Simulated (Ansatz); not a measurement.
**Structure types of W at zero pressure (relativity switched off)**

Structure types of W are relaxed in primitive cells with their symmetry kept at 0 GPa, first on PAW files, then by LAPW. The enthalpy is E + pV at zero temperature, without zero-point motion. Only the types listed were tried, and differences under about 5 meV/atom are mesh noise.

Computed with Ansatz 0.2.0; functional LDA, non-relativistic. Settings: Fermi–Dirac smearing of 0.05 eV, no spin polarisation. Methods: LAPW: all electrons, basis error target 0.5 meV/atom.

k meshes: fcc 18×18×18, bcc 18×18×18, hcp 17×17×9.

Problem. Which type is lowest in enthalpy, and by how much?

Solution. bcc, 404 meV/atom below fcc. The whole table:

```tsv
start type	ends as	a, b, c (Å)	V (Å³/atom)	H − H(lowest), LAPW (meV/atom)
fcc	fcc, Fm-3m	4.036, 4.036, 4.036	16.43	404.3
bcc	bcc, Im-3m	3.195, 3.195, 3.195	16.31	0.0
hcp	hcp, P6_3/mmc	2.791, 2.791, 4.897	16.52	426.3
```
